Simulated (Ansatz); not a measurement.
Input:

TaSnO$_{3}$:
```
TaSnO3
1.0
    4.02506     0.00000     0.00000
    0.00000     4.02506     0.00000
    0.00000     0.00000     4.02506
Sn Ta O
1 1 3
Cartesian
  0.00000   0.00000   0.00000
  2.01253   2.01253   2.01253
  0.00000   2.01253   2.01253
  2.01253   0.00000   2.01253
  2.01253   2.01253   0.00000
```

This is the PBEsol-relaxed structure.

### Question
All from PBEsol in the plane-wave PAW code Ansatz, unless another level is named. Predict the bulk modulus (Birch–Murnaghan fit).

### Answer
2060 kbar.

### Question
Give the highest zone-centre frequency.

### Answer
555 cm⁻¹.

Space group Pm-3m (cubic perovskite). The workflow started from an entry of the Crystallography Open Database (COD). Its standing as an ambient phase is unchecked. Symmetry was held in the PBEsol relaxation; of distortions, only those at the zone centre were tested, and some modes there are weakly imaginary. The run is not spin-polarised. With an odd number of electrons in the cell and no spin polarisation, the count alone makes it a metal. As this level gives no gap, phonon frequencies hold no LO–TO term and depend on the k-mesh and smearing (Fermi–Dirac, 0.1 eV here). Scalar-relativistic: spin–orbit coupling is off unless named, which matters more the heavier the elements.

Potentials: the later of the program's two PAW sets.
